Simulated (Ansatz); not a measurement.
## CdAg: two-dimensional strain map

Computed with Ansatz, DFT PBEsol, scalar-relativistic, plane waves, PAW. Settings: plane waves to 420 eV, k-mesh 14×14×14 (Γ-centred), Gaussian smearing 0.15 eV. No spin polarisation. Energies are free energies at this smearing, counted from the undisturbed cell; pressure is positive in compression.

The starting cell (as given, not relaxed at this level; it stands at -1.8 GPa, and it needn't be the usual structure):

```xyz
2
Lattice="3.3300 0.0000 0.0000 0.0000 3.3300 0.0000 0.0000 0.0000 3.3300" Properties=species:S:1:pos:R:3 pbc="T T T"
Cd    1.6650    1.6650    1.6650
Ag    0.0000    0.0000    0.0000
```

The cell is strained by p along both x and y and by q along z, fractional coordinates fixed. Points are written (p, q).

Energy above the undisturbed cell in meV/atom (a dash: not computed):

```
 p \ q  -0.050  -0.025  0.000  0.025  0.050
-0.050   113.9    71.2   39.7   17.5    4.4
-0.025    39.3    16.4    3.4   -2.2   -1.3
 0.000     5.1    -1.6    0.0    8.1      ?
 0.025       ?     8.8   22.2      ?   63.9
 0.050       ?    41.1   63.8   91.1  121.8
```

**Question.** Fill in the withheld energies.

**Answer.** (0.000, 0.050): 21.0; (0.025, -0.050): 2.3; (0.025, 0.025): 41.1; (0.050, -0.050): 23.6.